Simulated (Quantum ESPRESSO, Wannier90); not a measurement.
## Mg3ZnO4 (P4/mmm), plane waves to Wannier functions

Structure: Materials Project mp-1222124, symmetrised, not relaxed again. Not found in the COD (Crystallography Open Database) copy used; not checked further. Computed values, not measurements, from LDA: Quantum ESPRESSO (norm-conserving PseudoDojo potentials, cutoff 68 Ry, no spin polarisation, no spin-orbit coupling) on a Γ-centred 6×6×4 mesh, then Wannier90. Density: 10×10×4 mesh, cold smearing 0.01 Ry.

On the energy scale of pw.x, whose zero is arbitrary, the valence-band maximum lies at 9.00 eV.

Input w.win:

```
num_bands = 1
num_wann = 1
exclude_bands = 2-70
num_iter = 1000
conv_tol = 1.0e-6
conv_window = 4
write_hr = true
write_u_matrices = true
auto_projections = true
begin unit_cell_cart
ang
    3.0261900000    0.0000000000    0.0000000000
    0.0000000000    3.0261900000    0.0000000000
    0.0000000000    0.0000000000    8.5532400000
end unit_cell_cart
begin atoms_frac
Mg   0.5000000000  0.5000000000 -0.2495700000
Mg   0.5000000000  0.5000000000  0.2495700000
Mg   0.0000000000  0.0000000000  0.5000000000
Zn   0.0000000000  0.0000000000  0.0000000000
O    0.0000000000  0.0000000000  0.2530800000
O    0.0000000000  0.0000000000 -0.2530800000
O    0.5000000000  0.5000000000  0.0000000000
O    0.5000000000  0.5000000000  0.5000000000
end atoms_frac
mp_grid = 6 6 4
begin kpoints
0.0000000000 0.0000000000 0.0000000000
0.0000000000 0.0000000000 0.2500000000
0.0000000000 0.0000000000 0.5000000000
... (141 more lines: the 6x6x4 mesh through Gamma)
end kpoints
```

Input of pw2wannier90.x that gives the overlap and projection files (equivalent; here they were cut from one run over all bands):

```
&inputpp
  outdir = './out'
  prefix = 'pwscf'
  seedname = 'w'
  write_amn = .true.
  write_mmn = .true.
  atom_proj = .true.
  atom_proj_exclude = 1 2 3 4 5 6 7 8 9 10 11 12 13 14 15 17 18 19 20 21 22 23 24 25 26 27 28 29 30 31 32 33 34 35 36 37 38 39 40 41
/
```

Output w.wout (banner and timings cut):

```
                                    ------
                                    SYSTEM
                                    ------

                              Lattice Vectors (Ang)
                    a_1     3.026190   0.000000   0.000000
                    a_2     0.000000   3.026190   0.000000
                    a_3     0.000000   0.000000   8.553240

                   Unit Cell Volume:      78.32908  (Ang^3)

                        Reciprocal-Space Vectors (Ang^-1)
                    b_1     2.076269   0.000000   0.000000
                    b_2     0.000000   2.076269   0.000000
                    b_3     0.000000   0.000000   0.734597

 *----------------------------------------------------------------------------*
 |   Site       Fractional Coordinate          Cartesian Coordinate (Ang)     |
 +----------------------------------------------------------------------------+
 | mg   1   0.50000   0.50000  -0.24957   |    1.51310   1.51310  -2.13463    |
 | mg   2   0.50000   0.50000   0.24957   |    1.51310   1.51310   2.13463    |
 | mg   3   0.00000   0.00000   0.50000   |    0.00000   0.00000   4.27662    |
 | zn   1   0.00000   0.00000   0.00000   |    0.00000   0.00000   0.00000    |
 | o    1   0.00000   0.00000   0.25308   |    0.00000   0.00000   2.16465    |
 | o    2   0.00000   0.00000  -0.25308   |    0.00000   0.00000  -2.16465    |
 | o    3   0.50000   0.50000   0.00000   |    1.51310   1.51310   0.00000    |
 | o    4   0.50000   0.50000   0.50000   |    1.51310   1.51310   4.27662    |
 *----------------------------------------------------------------------------*
                                ------------
                                K-POINT GRID
                                ------------

             Grid size =  6 x  6 x  4      Total points =  144

 *---------------------------------- MAIN ------------------------------------*
 |  Number of Wannier Functions               :                 1             |
 |  Number of Objective Wannier Functions     :                 1             |
 |  Number of input Bloch states              :                 1             |
 |  Output verbosity (1=low, 5=high)          :                 1             |
 |  Timing Level (1=low, 5=high)              :                 1             |
 |  Optimisation (0=memory, 3=speed)          :                 3             |
 |  Length Unit                               :               Ang             |
 |  Post-processing setup (write *.nnkp)      :                 F             |
 |  Using Gamma-only branch of algorithms     :                 F             |
 *----------------------------------------------------------------------------*
 *------------------------------- WANNIERISE ---------------------------------*
 |  Total number of iterations                :              1000             |
 |  Number of CG steps before reset           :                 5             |
 |  Trial step length for line search         :             2.000             |
 |  Convergence tolerence                     :         0.100E-05             |
 |  Convergence window                        :                 4             |
 |  Iterations between writing output         :                 1             |
 |  Iterations between backing up to disk     :               100             |
 |  Write r^2_nm to file                      :                 F             |
 |  Write xyz WF centres to file              :                 F             |
 |  Write on-site energies <0n|H|0n> to file  :                 F             |
 |  Use guiding centre to control phases      :                 F             |
 |  Use phases for initial projections        :                 F             |
 *----------------------------------------------------------------------------*
 *-------------------------------- PLOTTING ----------------------------------*
 |  Plotting Hamiltonian in WF basis          :                 T             |
 *----------------------------------------------------------------------------*

       ... (k-mesh section left out)

 Starting a new Wannier90 calculation ...

 Reading overlaps from w.mmn

 Reading projections from w.amn

 *------------------------------- WANNIERISE ---------------------------------*
 +--------------------------------------------------------------------+<-- CONV
 | Iter  Delta Spread     RMS Gradient      Spread (Ang^2)            |<-- CONV
 +--------------------------------------------------------------------+<-- CONV

 ------------------------------------------------------------------------------
 Initial State
  WF centre and spread    1  ( -0.000000, -0.000000,  0.000000 )     0.13891861
  Sum of centres and spreads ( -0.000000, -0.000000,  0.000000 )     0.13891861

      0     0.139E+00     0.0000000000        0.1389186124  <-- CONV
        O_D=      0.0000000 O_OD=      0.0000000 O_TOT=      0.1389186 <-- SPRD
 ------------------------------------------------------------------------------
      1     0.000E+00     0.0000000000        0.1389186124  <-- CONV
        O_D=      0.0000000 O_OD=      0.0000000 O_TOT=      0.1389186 <-- SPRD
      2     0.000E+00     0.0000000000        0.1389186124  <-- CONV
        O_D=      0.0000000 O_OD=      0.0000000 O_TOT=      0.1389186 <-- SPRD
      3     0.000E+00     0.0000000000        0.1389186124  <-- CONV
        O_D=      0.0000000 O_OD=      0.0000000 O_TOT=      0.1389186 <-- SPRD
      4     0.000E+00     0.0000000000        0.1389186124  <-- CONV
        O_D=      0.0000000 O_OD=      0.0000000 O_TOT=      0.1389186 <-- SPRD
             <<<     Delta < 1.000E-06  over  4 iterations     >>>
             <<< Wannierisation convergence criteria satisfied >>>
 Final State
  WF centre and spread    1  ( -0.000000, -0.000000,  0.000000 )     0.13891861
  Sum of centres and spreads ( -0.000000, -0.000000,  0.000000 )     0.13891861

         Spreads (Ang^2)       Omega I      =     0.138918612
        ================       Omega D      =     0.000000000
                               Omega OD     =     0.000000000
    Final Spread (Ang^2)       Omega Total  =     0.138918612
```
